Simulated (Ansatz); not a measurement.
A geometry of TaN away from equilibrium: the start of the relaxation of a generated cell, TaN placed in the NbAs structure type. Computed with r2SCAN (plane waves to 500 eV, PAW, scalar-relativistic; Ansatz, a first-principles code). Γ-centred k-mesh 12×12×12 on the run's cell (coarser than for final values), Fermi–Dirac smearing 0.05 eV.

```xyz
4
Lattice="-1.3756 1.3756 4.6572 1.3756 -1.3756 4.6572 1.3756 1.3756 -4.6572" Properties=species:S:1:pos:R:3 pbc="T T T"
Ta     0.0000     0.0000     4.6572
Ta     1.3756     0.0000     2.3286
N      0.0000     0.0000     8.5320
N      0.0000     1.3756     1.5462
```

Question: Which atoms carry the largest force, and which way does it point?

Answer: 0.70 eV/Å, on Ta1, Ta2, N3, N4 (atoms numbered as listed); on N3 its components are (0.00, 0.00, 0.70).

Question: What is the pressure?

Answer: +111 GPa, compression positive.

Question: How much energy per atom can still be gained by relaxing?

Answer: 0.59 eV/atom; the path ends in I4₁md (No. 109).

No spin polarisation in the result.

The run could not lose the symmetry of its start, so the end can be a saddle point.

The end of the path is a generated cell of TaN: the first start was made by placing the elements on the sites of a structure type, and the end was not matched to a known phase here, so it may be hypothetical. Known forms of TaN include space group No. 225.
